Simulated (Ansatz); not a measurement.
Theory: DFT PBE, scalar-relativistic, plane waves, PAW in Ansatz. All cells share a 420 eV cutoff and Γ-centred k meshes spaced at most about 0.3 Å⁻¹ (about 0.25 or finer for metals, 2π included). Collinear spin in cells that started with moments and kept them past the coarse steps, no spin elsewhere.

Temperature and zero-point effects are left out.

Compare these two cells of AlGeIr3, each relaxed at this level.

A. (site moments under 0.1 μB) Space group P6/mmm (No. 191), hexagonal, a = 5.146 Å, c = 5.033 Å. Around Al lie 2 Ge at 2.52 Å and 12 Ir at 3.60 Å; Ge has 2 Al at 2.52 Å and 6 Ir at 2.57 Å; around Ir lie 2 Ge at 2.57 Å and 4 Ir at 2.57 Å.

B. (no spin) Space group Pm-3m (No. 221), cubic, a = 4.517 Å. Around Al lie 12 Ir at 3.19 Å; Ge is surrounded by 6 Ir at 2.26 Å; Ir is surrounded by 2 Ge at 2.26 Å, 4 Al at 3.19 Å and 8 Ir at 3.19 Å.

Question: Which would you expect to be lower, and how large is the difference?

Answer: B is lower, by 81 meV/atom. A has space group P6/mmm (No. 191), 23.1 Å³/atom and no gap on its mesh; B has the antiperovskite type, space group Pm-3m (No. 221), 18.4 Å³/atom and no gap. Counting Al or Ir atoms around Ge (for each partner element, those within 1.25 times its shortest distance or 1.15 times the sum of covalent radii, where it is the nearest in units of that sum or under 1.3), A has Ge 8 and B has Ge 6. The denser one is the lower, and pressure would at first widen the difference. Even the lower one lies +0.92 eV/atom against the reference forms of the elements (uncorrected), so neither is stable at this level. Both come from invented guesses. A third cell relaxed alike, in P-6m2, lies 1.06 eV/atom below the lower of the two.

These runs have no spin–orbit coupling, which can matter for Ir. The zero gap of Pm-3m may come from the functional, which often closes small gaps, or the cell may be a true semimetal. Cells relaxed within their symmetry can be saddle points.
